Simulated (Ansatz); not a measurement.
# Band table of Au (sc type)

```yaml
crystal:
  lattice:
    - [2.04405, 0.00000, 0.00000]
    - [0.00000, 2.04405, 0.00000]
    - [0.00000, 0.00000, 2.04405]
  atoms:
    - { symbol: Au, position: [0.00000, 0.00000, 0.00000] }
```

The cell comes from a relaxation on PAW files under the same functional, begun from a prototype that needn't be the stable phase.

All numbers are LDA results (scalar-relativistic) from Ansatz 0.2.0, with a Γ-centred 14×14×14 k mesh, Fermi–Dirac smearing of 0.05 eV, no spin polarisation. Methods: LAPW: all electrons, basis error target 1 meV/atom.

This run: volume at 0.45 of the series' base cell.

Spin–orbit coupling is left out, which matters for the heavy atoms. The structure type is held throughout; the real material can change phase at far lower pressure.

Path points, in fractions of the reciprocal vectors: Γ (0.000, 0.000, 0.000), X (0.000, 0.500, 0.000), M (0.500, 0.500, 0.000), R (0.500, 0.500, 0.500). The distance column jumps between branches of the path. Levels in eV from the Fermi level; bands 21 to 27, counted from the lowest band of the run. The gap is zero, the pressure 979.9 GPa.

```
# k(1/Å) point b21 b22 b23 b24 b25 b26 b27
0.000 Γ -19.68 -18.42 -18.42 -2.21 -2.21 -2.21 16.76
0.192 - -19.46 -18.37 -18.09 -2.59 -2.59 -2.18 15.67
0.384 - -18.99 -18.22 -16.96 -3.58 -3.58 -2.10 13.32
0.576 - -18.45 -17.98 -15.05 -4.87 -4.87 -1.98 10.81
0.768 - -17.82 -17.69 -12.65 -6.19 -6.19 -1.84 8.65
0.961 - -17.39 -17.15 -10.18 -7.37 -7.37 -1.70 7.20
1.153 - -17.12 -16.50 -8.27 -8.27 -8.18 -1.57 6.84
1.345 - -16.93 -16.02 -8.84 -8.84 -7.06 -1.49 7.53
1.537 X -16.87 -15.84 -9.03 -9.03 -6.75 -1.46 8.12
1.729 - -16.66 -15.51 -10.41 -8.99 -5.47 -1.78 8.09
1.921 - -16.30 -14.29 -12.49 -8.85 -3.66 -2.65 8.00
2.113 - -15.95 -14.51 -12.17 -8.65 -3.81 -2.01 7.79
2.305 - -16.30 -15.57 -9.39 -8.40 -5.03 -0.56 7.39
2.498 - -17.78 -15.19 -8.15 -6.20 -6.13 0.70 6.73
2.690 - -18.87 -14.84 -7.92 -6.98 -2.89 1.74 5.78
2.882 - -19.55 -14.60 -7.77 -7.53 0.18 2.47 4.48
3.074 M -19.78 -14.52 -7.71 -7.71 2.61 2.73 2.73
3.346 - -19.32 -14.69 -7.62 -7.54 -0.64 1.52 5.36
3.617 - -18.03 -15.17 -7.32 -7.06 -4.30 -1.45 7.48
3.889 - -16.31 -15.67 -7.97 -6.77 -6.29 -5.02 9.37
4.161 - -16.79 -14.30 -11.36 -7.81 -5.94 -5.31 11.27
4.432 - -17.59 -15.01 -14.27 -7.41 -4.86 -4.23 13.23
4.704 - -18.36 -17.00 -16.51 -5.02 -3.66 -3.22 14.67
4.976 - -19.22 -18.16 -17.94 -2.98 -2.63 -2.48 15.92
5.247 Γ -19.68 -18.42 -18.42 -2.21 -2.21 -2.21 16.76
5.580 - -18.95 -17.88 -17.88 -3.08 -2.88 -2.88 16.13
5.913 - -17.00 -16.31 -16.31 -5.05 -4.76 -4.76 15.56
6.246 - -14.85 -13.90 -13.90 -7.38 -7.38 -6.31 15.47
6.578 - -14.62 -11.69 -11.69 -9.28 -9.28 -4.19 14.43
6.911 - -15.70 -13.45 -13.45 -6.39 -6.39 0.77 10.92
7.244 - -16.62 -15.44 -15.44 -2.42 -2.42 5.92 7.63
7.577 - -17.06 -16.73 -16.73 1.32 1.32 3.51 12.82
7.910 R -17.17 -17.17 -17.17 2.43 3.15 3.15 15.70
8.181 - -17.18 -16.96 -16.72 1.35 2.42 3.15 14.63
8.453 - -17.11 -16.32 -15.40 -2.26 0.25 5.17 12.58
8.725 - -16.80 -15.30 -13.37 -6.09 -2.92 7.50 10.79
8.996 - -16.07 -13.95 -11.16 -9.63 -6.06 5.94 9.50
9.268 - -14.85 -12.63 -12.38 -11.37 -6.25 2.51 8.64
9.540 - -14.93 -13.60 -13.10 -10.79 -3.96 -1.08 8.19
9.811 - -16.37 -15.25 -10.89 -9.53 -4.48 -2.12 8.09
10.083 X -16.87 -15.84 -9.03 -9.03 -6.75 -1.46 8.12
12.257 R -17.17 -17.17 -17.17 2.43 3.15 3.15 15.70
12.449 - -17.30 -16.94 -16.94 1.88 2.79 3.13 15.35
12.641 - -17.64 -16.27 -16.27 -1.03 3.07 3.85 14.32
12.833 - -18.11 -15.17 -15.17 -4.40 2.98 5.51 12.70
13.025 - -18.62 -13.71 -13.71 -7.65 2.87 7.64 10.58
13.217 - -19.09 -11.96 -11.96 -10.48 2.77 8.15 8.15
13.409 - -19.46 -12.66 -10.08 -10.08 2.68 5.67 5.67
13.601 - -19.69 -14.04 -8.44 -8.44 2.63 3.60 3.60
13.794 M -19.78 -14.52 -7.71 -7.71 2.61 2.73 2.73
```
